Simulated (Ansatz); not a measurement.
SnO (zinc blende, F-43m) at seven volumes, PBE (plane waves, PAW; program Ansatz), scaled uniformly. One row is withheld.

```csv
V (Å³/atom),P (GPa)
18.712,6.59
19.329,4.08
19.946,1.90
20.563,-0.01
21.180,?
21.797,-3.15
22.414,-4.39
```

### Question
Fit the shown pressures and predict the withheld one.

### Answer
P = (3/2)B₀(x^(7/2) − x^(5/2))[1 + (3/4)(B′ − 4)(x − 1)] with x = (V₀/V)^(2/3). Least squares on the six rows gives V₀ = 20.558 Å³/atom, B₀ = 59.4 GPa, B′ = 3.53. At V = 21.180, x = 0.9803 and P = -1.68 GPa. The run itself gave -1.69 GPa.

A made-up cell: these elements were put on the sites of a structure type; neither database checked (COD, Materials Project) lists it. It is not the phase usual at ambient conditions (space group No. 129). Symmetry was held in the PBE relaxation; its stability against distortions is not shown here. Spin–orbit coupling is left out wherever it is not named.

Potentials: the later of the program's two PAW sets.
